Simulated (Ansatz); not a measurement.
# Relaxation of BW2

Method: DFT r2SCAN, scalar-relativistic, plane waves, PAW in Ansatz. Run with 500 eV cutoff, 6×6×8 k-mesh, Gaussian smearing of 0.10 eV, no spin polarisation.

What was changed: uniaxial strain along c, with a, b and atoms relaxed: -4.0 %.

Spin–orbit coupling is left out, which can shift energies with elements as heavy as these.

Command:

```bash
ansatz run input.yaml --threads 1 --pin off --max-ram 2560MiB --backend cpu --events-out ev --progress --plain --runs-dir out
```

Input:

```yaml
crystal:
  lattice:
    - [5.6151041759, 0.0, 0.0]
    - [0.0, 5.6151041759, 0.0]
    - [0.0, 0.0, 4.5705259018]
  atoms:
    - { symbol: B, position: [0.0, 0.0, 0.25] }
    - { symbol: B, position: [0.0, 0.0, 0.75] }
    - { symbol: B, position: [0.5, 0.5, 0.75] }
    - { symbol: B, position: [0.5, 0.5, 0.25] }
    - { symbol: W, position: [0.1695786631, 0.6695786631, 0.0] }
    - { symbol: W, position: [0.3304213369, 0.1695786631, 0.0] }
    - { symbol: W, position: [0.3304213369, 0.8304213369, 0.5] }
    - { symbol: W, position: [0.1695786631, 0.3304213369, 0.5] }
    - { symbol: W, position: [0.6695786631, 0.1695786631, 0.5] }
    - { symbol: W, position: [0.8304213369, 0.6695786631, 0.5] }
    - { symbol: W, position: [0.8304213369, 0.3304213369, 0.0] }
    - { symbol: W, position: [0.6695786631, 0.8304213369, 0.0] }
basis:
  ecutwfc: 500
kpoints:
  mp_grid: { grid: [6, 6, 8] }
hamiltonian:
  xc: r2scan
scf:
  occupations: { method: gaussian, width: 0.1 }
output:
  forces: true
  stress: true
  eigenvalues: true
relax:
  adjacent_minimum: "off"
  f_tol: 0.008
  max_steps: 40
  cell: { stress_tol: 0.015, fix: [c, angles] }
```

F is the free energy. Steps run on the plane waves of an earlier cell, but the last one, and at times one on the way, on a freshly chosen basis, so a repeated geometry can differ a little in energy. The held parts of the cell keep their stress, so P needn't end at zero.

Steps:

```tsv
step	F − F(1) (eV)	largest force component (eV/Å)	V (Å³/atom)	P (GPa)
1	0.0000	0.071	12.009	8.29
2	0.0033	0.050	12.186	2.92
3	-0.0090	0.014	12.090	5.75
4	-0.0091	0.010	12.093	5.70
5	-0.0091	0.000	12.090	5.75
6	-0.0096	0.000	12.090	5.76
```

Relaxed structure:

```xyz
12
Lattice="5.6341 0.0000 0.0000 0.0000 5.6341 0.0000 0.0000 0.0000 4.5705" Properties=species:S:1:pos:R:3 pbc="T T T"
B     0.0000    0.0000    1.1426
B     0.0000    0.0000    3.4279
B     2.8171    2.8171    3.4279
B     2.8171    2.8171    1.1426
W     0.9533    3.7704    0.0000
W     1.8638    0.9533    0.0000
W     1.8638    4.6808    2.2853
W     0.9533    1.8638    2.2853
W     3.7704    0.9533    2.2853
W     4.6808    3.7704    2.2853
W     4.6808    1.8638    0.0000
W     3.7704    4.6808    0.0000
```

The structure is tetragonal, space group I4/mcm (No. 140). The conventional cell has a = 5.634 Å, b = 5.634 Å, c = 4.571 Å, α = 90.00°, β = 90.00°, γ = 90.00°. B (site symmetry 422) has 2 B at 2.29 Å and 8 W at 2.38 Å as nearest neighbours. W (site symmetry m2m) is surrounded by 4 B at 2.38 Å and 3 W at 2.62 to 2.70 Å.

The run converged. The run took 2.2 min on 1 thread of AMD EPYC 9R45 96-Core Processor (Zen 5) (shared host), peak memory 1 GiB.